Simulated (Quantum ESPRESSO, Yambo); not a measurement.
# G0W0 results for Cs$_{2}$O

```xyz
3
Lattice="2.0518 1.1846 6.8897 -2.0518 1.1846 6.8897 0.0000 -2.3692 6.8897" Properties=species:S:1:pos:R:3 pbc="T T T"
O      0.0000     0.0000     0.0000
Cs     0.0000     0.0000     5.3820
Cs     0.0000     0.0000    15.2871
```

Cell and atoms were relaxed with PBEsol from Materials Project entry mp-7988, within its symmetry.

Starting point: PBEsol (pw.x of Quantum ESPRESSO, ONCV potentials, scalar-relativistic). G0W0 in Yambo: 4×4×4 Γ-centred k mesh, 141 bands and a 7 Ry block in the screening, 141 bands in G with the Bruneval-Gonze terminator, plasmon pole fitted at 27.2 eV.

The PBEsol gap along the band path comes out as 0.96 eV, the PBEsol gap between the mesh's edge points (L → Γ) comes out as 0.96 eV and the G0W0 gap between the same points is 1.62 eV. The PBEsol smallest direct gap on the mesh (at Γ) is 1.55 eV and the G0W0 direct gap at that point comes out as 2.23 eV.

```tsv
k point	band	E PBEsol (eV)	E QP (eV)	shift (eV)	Z
Γ	VB	-0.59	-1.11	-0.52	0.74
Γ	CB	0.96	1.12	0.16	0.84
L	VB	0.00	-0.50	-0.50	0.75
L	CB	3.04	3.26	0.22	0.83
F	VB	-0.12	-0.64	-0.53	0.75
F	CB	2.31	2.58	0.27	0.84
Z	VB	-0.58	-1.10	-0.51	0.74
Z	CB	2.06	2.27	0.22	0.83
```

Energies count from the PBEsol valence-band maximum.

Nearest settings tried, and what they do to the gap: 3 Ry block (67 vectors against 233): -91 meV. Not varied: bands in G, bands in W, mesh. So the settings aren't converged at that level.
